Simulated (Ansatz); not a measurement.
Input:

Starting cell, SiO$_{2}$ (alpha-cristobalite type, space group P4_12_12):

```
CELL_PARAMETERS angstrom
      5.08475     0.00000     0.00000
      0.00000     5.08475     0.00000
      0.00000     0.00000     7.10083
ATOMIC_POSITIONS crystal
  Si 0.29375 0.29375 0.50000
  Si 0.79375 0.20625 0.25000
  Si 0.20625 0.79375 0.75000
  Si 0.70625 0.70625 0.00000
  O  0.24122 0.09325 0.67415
  O  0.74122 0.40675 0.07585
  O  0.25878 0.59325 0.57585
  O  0.75878 0.90675 0.17415
  O  0.90675 0.75878 0.82585
  O  0.40675 0.74122 0.92415
  O  0.59325 0.25878 0.42415
  O  0.09325 0.24122 0.32585
```

The atoms are displaced by Q × the pattern below (from a DFPT mode at Γ, largest move 1; Q in Å), at fixed cell.

| atom | x | y | z |
|---|---|---|---|
| Si1 | -0.006 | -0.006 | 0.000 |
| Si2 | 0.006 | -0.006 | 0.000 |
| Si3 | -0.006 | 0.006 | 0.000 |
| Si4 | 0.006 | 0.006 | 0.000 |
| O5 | 0.163 | 0.812 | -0.561 |
| O6 | -0.163 | 0.812 | -0.561 |
| O7 | 0.163 | -0.812 | -0.561 |
| O8 | -0.163 | -0.812 | -0.561 |
| O9 | -0.812 | -0.163 | 0.561 |
| O10 | 0.812 | -0.163 | 0.561 |
| O11 | -0.812 | 0.163 | 0.561 |
| O12 | 0.812 | 0.163 | 0.561 |

The numbers are results of PBE (plane waves to 420 eV, PAW, scalar-relativistic; Ansatz, a program for electronic structure), not measurements. k mesh 5×5×4 (Γ-centred), Fermi-Dirac smearing 0.05 eV. Energies are smeared free energies. SiO2 was relaxed with its symmetry unable to fall. ΔE is measured from the undisplaced structure.

The scan covers Q from -0.180 to 0.180 Å in 13 points.

### Question
Is the energy the same for equal positive and negative displacements?

### Answer
Even: the same for both signs.

### Question
Which space group does the distorted structure have?

### Answer
C222_1 (No. 20), lowered from P4_12_12.

### Question
What is the energy change at Q = 0.180 Å?

### Answer
9825 meV/cell.

### Question
What harmonic wavenumber does the curvature at Q = 0 give?

### Answer
1104 cm⁻¹.

(A displaced cell: forces are minus the slopes of the energy, force constants its curvatures, and phonons follow from these.)
